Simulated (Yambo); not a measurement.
Material: MgV$_{2}$O$_{6}$ (space group C2/m, No. 12); a = b = 5.1937 Å, c = 7.0555 Å, α = β = 105.13°, γ = 39.80° (9 atoms in the cell). The geometry is that of Materials Project entry mp-504510, symmetrised and not relaxed again.

With PBEsol (Quantum ESPRESSO, PseudoDojo norm-conserving, 84 Ry, scalar-relativistic), the gap between the mesh's edge points ((0, 0, -0.5) → (0, -0.5, 0)) is 2.539 eV.

Q: What does a G0W0 run in Yambo give for it (4×4×2 Γ-centred k mesh, bands 4 to 141 and a 6 Ry block in the screening, 141 bands in G with the Bruneval-Gonze terminator, plasmon pole fitted at 27.2 eV)?

A: The correction is 2.143 eV, giving 4.682 eV, 1.8 times the PBEsol value.  Convergence of the G0W0 settings was not tested. The 3d shell has no Hubbard U; the runs are without spin polarisation, and magnetic order was not tried.
